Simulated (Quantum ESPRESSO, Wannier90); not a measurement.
Wannierisation of CsH (CsCl type)

```
begin unit_cell_cart
ang
    3.8184100000    0.0000000000    0.0000000000
    0.0000000000    3.8184100000    0.0000000000
    0.0000000000    0.0000000000    3.8184100000
end unit_cell_cart
begin atoms_frac
Cs   0.0000000000  0.0000000000  0.0000000000
H    0.5000000000  0.5000000000  0.5000000000
end atoms_frac
```

Cell from Materials Project (mp-632319), symmetrised, no further relaxation. Not found in the COD (Crystallography Open Database) copy used, which has the formula in other groups; not checked further. Method: PBEsol plane waves in Quantum ESPRESSO 7.5 (PseudoDojo norm-conserving files, 58 Ry, no spin polarisation, no spin-orbit coupling), Bloch states on a 8×8×8 mesh through Γ, Wannier90 4.0.1. Density: 8×8×8 mesh, cold smearing 0.01 Ry. Spin-orbit coupling is left out although heavy elements are present.

Band 1 is isolated and gives one Wannier function a cell (Cs1 5s 95 %, Cs1 6s 5 %; spread 0.96 Å²). Its on-site energy is ε = -21.615 eV relative to the valence-band maximum, and its hoppings t(R) = t(−R) to the nearer images are (images within this range that aren't listed have |t| under 5 meV):

| R (lattice vectors; −R alike) | distance (Å) | t (eV) |
|---|---|---|
| 0 0 1 | 3.82 | -0.037 |
| 0 1 0 | 3.82 | -0.037 |
| 1 0 0 | 3.82 | -0.037 |

**Question.** Work out the band energy at Γ, X, M, R from these numbers.

**Answer.** For one orbital E(k) = ε + Σ_R 2 t(R) cos(2π k·R), the sum over the listed R.
- Γ, k = (0.000, 0.000, 0.000): E = -21.615 + (-0.037)·(6.00) = -21.84 eV; pw.x: -21.84 eV
- X, k = (0.000, 0.500, 0.000): E = -21.615 + (-0.037)·(2.00) = -21.69 eV; pw.x: -21.69 eV
- M, k = (0.500, 0.500, 0.000): E = -21.615 + (-0.037)·(-2.00) = -21.54 eV; pw.x: -21.54 eV
- R, k = (0.500, 0.500, 0.500): E = -21.615 + (-0.037)·(-6.00) = -21.39 eV; pw.x: -21.39 eV

At these points the listed shells miss the plane-wave band by up to 0.01 eV, of a width of 0.45 eV on the path. With all its hoppings the model misses the band by 0.0 meV at worst on the whole path; the listed shells hold nearly all of the dispersion.
